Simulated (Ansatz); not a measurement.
SnS$_{2}$:
```yaml
crystal:
  lattice:
    - [3.66928, 0.00000, 0.00000]
    - [-1.83464, 3.17769, 0.00000]
    - [0.00000, 0.00000, 5.80754]
  atoms:
    - { symbol: Sn, position: [0.00000, 0.00000, 0.00000] }
    - { symbol: S, position: [0.33333, 0.66667, 0.25455] }
    - { symbol: S, position: [0.66667, 0.33333, 0.74545] }
```

This is the PBE+D3(BJ)-relaxed structure. Tensor components refer to the Cartesian frame of this cell.

### Question
All from the program Ansatz at the PBE+D3(BJ) level (PAW), unless another level is named. Predict the gap with spin–orbit coupling.

### Answer
1.22 eV.

### Question
And the valence-band maximum?

### Answer
on the K–Γ line, 84 % of the way from K.

### Question
Next, the weight of the conduction-edge state by species (Voronoi cells)?

### Answer
S 68 %, Sn 32 %.

### Question
Predict the conduction-band minimum.

### Answer
off the standard path, at k = (0.000, 0.451, 0.323).

Space group P-3m1 (CdI2 type). The PBE+D3(BJ) relaxation kept the symmetry of its start; of distortions, only those at the zone centre were tested. Scalar-relativistic: spin–orbit coupling is off unless named, which matters more the heavier the elements.

Potentials: the later of the program's two PAW sets.
